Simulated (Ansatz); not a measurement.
ZrCu:
```cif
data_Cu8Zr8
_chemical_formula_sum 'Zr8 Cu8'
_space_group_name_H-M_alt 'Cm'
_space_group_IT_number 8
_space_group_name_Hall 'C -2y'
_cell_length_a 6.42860
_cell_length_b 8.15800
_cell_length_c 5.32165
_cell_angle_alpha 90.000
_cell_angle_beta 104.697
_cell_angle_gamma 90.000
loop_
_atom_site_label
_atom_site_type_symbol
_atom_site_symmetry_multiplicity
_atom_site_Wyckoff_symbol
_atom_site_fract_x
_atom_site_fract_y
_atom_site_fract_z
_atom_site_occupancy
Zr1 Zr 2 a 0.40620 0.50000 0.00382 1
Zr2 Zr 2 a 0.40832 0.00000 0.97775 1
Zr3 Zr 4 b 0.04797 0.22282 0.59308 1
Cu1 Cu 2 a 0.21864 0.50000 0.44703 1
Cu2 Cu 2 a 0.30277 0.00000 0.43444 1
Cu3 Cu 4 b 0.19580 0.24975 0.15316 1
```
(The calculation used a cell of 8 atoms; values per cell refer to that cell.)

Relaxed with PBEsol.

Problem. Which orbitals make up the states near the Fermi level in PBEsol in the plane-wave PAW code Ansatz?

Solution. Within 0.5 eV of the Fermi level: Zr 4d 74 %, Cu 3d 9 %, outside the projected shells 10 %. Projections are on Löwdin-orthogonalised atomic valence shells; empty p or d shells of many metals are not among them.

Problem. Tabulate the density of states.

Solution. States/eV per cell of 8 atoms, in 0.25 eV bins, energy from the Fermi level.

```tsv
E (eV)	total	Cu 3d	Zr 4d	Cu 4s
-7.60	0.00	0.00	0.00	0.00
-7.35	0.17	0.00	0.00	0.08
-7.10	0.40	0.00	0.00	0.19
-6.85	0.58	0.00	0.01	0.28
-6.60	0.77	0.01	0.02	0.38
-6.35	1.06	0.02	0.04	0.53
-6.10	1.30	0.04	0.08	0.66
-5.85	1.38	0.06	0.12	0.70
-5.60	1.53	0.12	0.19	0.75
-5.35	1.68	0.22	0.27	0.74
-5.10	3.24	0.77	0.69	1.19
-4.85	4.43	1.53	1.09	1.28
-4.60	5.63	2.85	1.24	1.04
-4.35	14.12	10.62	2.14	0.64
-4.10	27.49	23.39	2.59	0.43
-3.85	19.29	16.94	1.38	0.28
-3.60	27.26	24.45	1.65	0.32
-3.35	19.71	17.64	1.25	0.20
-3.10	31.34	28.67	1.77	0.29
-2.85	16.62	14.21	1.21	0.52
-2.60	7.69	4.11	1.90	1.03
-2.35	5.55	2.46	1.75	0.93
-2.10	1.90	0.60	0.66	0.35
-1.85	2.02	0.44	0.85	0.27
-1.60	3.90	0.65	2.07	0.33
-1.35	5.31	0.71	3.26	0.27
-1.10	7.09	0.82	4.64	0.32
-0.85	6.27	0.63	4.35	0.24
-0.60	6.99	0.65	5.19	0.22
-0.35	8.30	0.72	6.12	0.26
-0.10	7.78	0.68	5.83	0.21
0.15	7.38	0.65	5.61	0.21
0.40	8.28	0.65	5.93	0.32
0.65	8.41	0.62	6.16	0.25
0.90	6.81	0.46	5.11	0.18
1.15	5.68	0.40	4.35	0.13
1.40	4.51	0.27	3.48	0.14
1.65	3.27	0.20	2.70	0.07
1.90	3.60	0.20	3.06	0.06
2.15	4.71	0.23	4.04	0.07
2.40	5.64	0.23	4.87	0.07
2.65	6.85	0.25	5.97	0.08
2.90	6.98	0.25	6.08	0.09
3.15	6.60	0.21	5.71	0.10
3.40	7.37	0.19	6.22	0.13
3.65	7.31	0.17	6.04	0.15
3.90	6.27	0.13	5.16	0.13
4.15	5.40	0.09	4.24	0.16
4.40	4.05	0.05	2.82	0.17
```

The first step of the workflow began from a Materials Project structure, measured or hypothetical; the Crystallography Open Database copy checked does not list it. Whether it is the stable phase at ambient conditions was not checked. The cell was relaxed with PBEsol under the symmetry of its start; its stability against distortions is not shown here. The run is not spin-polarised. Scalar-relativistic: spin–orbit coupling is off unless named, which matters more the heavier the elements.

Potentials: the earlier of the program's two PAW sets. The files were generated under PBE; for other functionals the program regenerates the frozen cores, and for LDA and PBEsol the local potential too.
